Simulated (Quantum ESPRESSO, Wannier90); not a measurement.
**Tight-binding from DFT: Cs (bcc (W type))**

Structure: Materials Project mp-1, symmetrised, not relaxed again. This is the element's usual structure. Method: PBEsol plane waves in Quantum ESPRESSO 7.5 (PseudoDojo norm-conserving files, 40 Ry, no spin polarisation, no spin-orbit coupling), Bloch states on a 8×8×8 mesh through Γ, Wannier90 4.0.1. Density: 10×10×10 mesh, cold smearing 0.01 Ry. Spin-orbit coupling is left out although heavy elements are present.

On the energy scale of pw.x, whose zero is arbitrary, the Fermi level lies at 1.92 eV.

Input w.win:

```
num_bands = 1
num_wann = 1
exclude_bands = 2-21
num_iter = 1000
conv_tol = 1.0e-6
conv_window = 4
write_hr = true
write_u_matrices = true
auto_projections = true
begin unit_cell_cart
ang
   -3.1284650000    3.1284650000    3.1284650000
    3.1284650000   -3.1284650000    3.1284650000
    3.1284650000    3.1284650000   -3.1284650000
end unit_cell_cart
begin atoms_frac
Cs   0.0000000000  0.0000000000  0.0000000000
end atoms_frac
mp_grid = 8 8 8
begin kpoints
0.0000000000 0.0000000000 0.0000000000
0.0000000000 0.0000000000 0.1250000000
0.0000000000 0.0000000000 0.2500000000
... (509 more lines: the 8x8x8 mesh through Gamma)
end kpoints
```

Input of pw2wannier90.x that gives the overlap and projection files (equivalent; here they were cut from one run over all bands):

```
&inputpp
  outdir = './out'
  prefix = 'pwscf'
  seedname = 'w'
  write_amn = .true.
  write_mmn = .true.
  atom_proj = .true.
  atom_proj_exclude = 2 3 4 5
/
```

Output w.wout (banner and timings cut):

```
                                    ------
                                    SYSTEM
                                    ------

                              Lattice Vectors (Ang)
                    a_1    -3.128465   3.128465   3.128465
                    a_2     3.128465  -3.128465   3.128465
                    a_3     3.128465   3.128465  -3.128465

                   Unit Cell Volume:     122.47682  (Ang^3)

                        Reciprocal-Space Vectors (Ang^-1)
                    b_1     0.000000   1.004196   1.004196
                    b_2     1.004196   0.000000   1.004196
                    b_3     1.004196   1.004196   0.000000

 *----------------------------------------------------------------------------*
 |   Site       Fractional Coordinate          Cartesian Coordinate (Ang)     |
 +----------------------------------------------------------------------------+
 | cs   1   0.00000   0.00000   0.00000   |    0.00000   0.00000   0.00000    |
 *----------------------------------------------------------------------------*
                                ------------
                                K-POINT GRID
                                ------------

             Grid size =  8 x  8 x  8      Total points =  512

 *---------------------------------- MAIN ------------------------------------*
 |  Number of Wannier Functions               :                 1             |
 |  Number of Objective Wannier Functions     :                 1             |
 |  Number of input Bloch states              :                 1             |
 |  Output verbosity (1=low, 5=high)          :                 1             |
 |  Timing Level (1=low, 5=high)              :                 1             |
 |  Optimisation (0=memory, 3=speed)          :                 3             |
 |  Length Unit                               :               Ang             |
 |  Post-processing setup (write *.nnkp)      :                 F             |
 |  Using Gamma-only branch of algorithms     :                 F             |
 *----------------------------------------------------------------------------*
 *------------------------------- WANNIERISE ---------------------------------*
 |  Total number of iterations                :              1000             |
 |  Number of CG steps before reset           :                 5             |
 |  Trial step length for line search         :             2.000             |
 |  Convergence tolerence                     :         0.100E-05             |
 |  Convergence window                        :                 4             |
 |  Iterations between writing output         :                 1             |
 |  Iterations between backing up to disk     :               100             |
 |  Write r^2_nm to file                      :                 F             |
 |  Write xyz WF centres to file              :                 F             |
 |  Write on-site energies <0n|H|0n> to file  :                 F             |
 |  Use guiding centre to control phases      :                 F             |
 |  Use phases for initial projections        :                 F             |
 *----------------------------------------------------------------------------*
 *-------------------------------- PLOTTING ----------------------------------*
 |  Plotting Hamiltonian in WF basis          :                 T             |
 *----------------------------------------------------------------------------*

 *---------------------------------- K-MESH ----------------------------------*
 +----------------------------------------------------------------------------+
 |                    Distance to Nearest-Neighbour Shells                    |
 |                    ------------------------------------                    |
 |          Shell             Distance (Ang^-1)          Multiplicity         |
 |          -----             -----------------          ------------         |
 |             1                   0.177518                     12            |
 |             2                   0.251049                      6            |
 |             3                   0.307471                     24            |
 |             4                   0.355037                     12            |
 |             5                   0.396943                     24            |
 |             6                   0.434830                      8            |
 |             7                   0.469670                     48            |
 |             8                   0.502098                      6            |
       ... (lines left out)
 +----------------------------------------------------------------------------+
 | The b-vectors are chosen automatically                                     |
 | The following shells are used:                       1                     |
 +----------------------------------------------------------------------------+
 |                        Shell   # Nearest-Neighbours                        |
 |                        -----   --------------------                        |
 |                          1              12                                 |
 +----------------------------------------------------------------------------+
 | Completeness relation is fully satisfied [Eq. (B1), PRB 56, 12847 (1997)]  |
 +----------------------------------------------------------------------------+
 |                  b_k Vectors (Ang^-1) and Weights (Ang^2)                  |
 |                  ----------------------------------------                  |
 |            No.         b_k(x)      b_k(y)      b_k(z)        w_b           |
 |            ---        --------------------------------     --------        |
 |             1         0.125525    0.125525    0.000000     7.933281        |
 |             2         0.125525    0.000000    0.125525     7.933281        |
 |             3         0.000000    0.125525    0.125525     7.933281        |
 |             4        -0.125525   -0.125525    0.000000     7.933281        |
 |             5         0.000000   -0.125525    0.125525     7.933281        |
 |             6        -0.125525    0.000000    0.125525     7.933281        |
 |             7        -0.125525    0.000000   -0.125525     7.933281        |
 |             8         0.000000    0.125525   -0.125525     7.933281        |
 |             9        -0.125525    0.125525    0.000000     7.933281        |
 |            10         0.000000   -0.125525   -0.125525     7.933281        |
 |            11         0.125525    0.000000   -0.125525     7.933281        |
 |            12         0.125525   -0.125525    0.000000     7.933281        |
 +----------------------------------------------------------------------------+
 |                           b_k Directions (Ang^-1)                          |
 |                           -----------------------                          |
 |            No.           x           y           z                         |
 |            ---        --------------------------------                     |
 |             1         0.125525    0.125525    0.000000                     |
 |             2         0.125525    0.000000    0.125525                     |
 |             3         0.000000    0.125525    0.125525                     |
 |             4         0.000000   -0.125525    0.125525                     |
 |             5        -0.125525    0.000000    0.125525                     |
 |             6        -0.125525    0.125525    0.000000                     |
 +----------------------------------------------------------------------------+

 Starting a new Wannier90 calculation ...

 Reading overlaps from w.mmn

 Reading projections from w.amn

 *------------------------------- WANNIERISE ---------------------------------*
 +--------------------------------------------------------------------+<-- CONV
 | Iter  Delta Spread     RMS Gradient      Spread (Ang^2)            |<-- CONV
 +--------------------------------------------------------------------+<-- CONV

 ------------------------------------------------------------------------------
 Initial State
  WF centre and spread    1  ( -0.000000, -0.000000,  0.000000 )     0.95272056
  Sum of centres and spreads ( -0.000000, -0.000000,  0.000000 )     0.95272056

      0     0.953E+00     0.0000000000        0.9527205649  <-- CONV
        O_D=      0.0000000 O_OD=      0.0000000 O_TOT=      0.9527206 <-- SPRD
 ------------------------------------------------------------------------------
      1     0.000E+00     0.0000000000        0.9527205649  <-- CONV
        O_D=      0.0000000 O_OD=      0.0000000 O_TOT=      0.9527206 <-- SPRD
      2     0.000E+00     0.0000000000        0.9527205649  <-- CONV
        O_D=      0.0000000 O_OD=      0.0000000 O_TOT=      0.9527206 <-- SPRD
      3     0.000E+00     0.0000000000        0.9527205649  <-- CONV
        O_D=      0.0000000 O_OD=      0.0000000 O_TOT=      0.9527206 <-- SPRD
      4     0.000E+00     0.0000000000        0.9527205649  <-- CONV
        O_D=      0.0000000 O_OD=      0.0000000 O_TOT=      0.9527206 <-- SPRD
             <<<     Delta < 1.000E-06  over  4 iterations     >>>
             <<< Wannierisation convergence criteria satisfied >>>
 Final State
  WF centre and spread    1  ( -0.000000, -0.000000,  0.000000 )     0.95272056
  Sum of centres and spreads ( -0.000000, -0.000000,  0.000000 )     0.95272056

         Spreads (Ang^2)       Omega I      =     0.952720565
        ================       Omega D      =     0.000000000
                               Omega OD     =     0.000000000
    Final Spread (Ang^2)       Omega Total  =     0.952720565
```
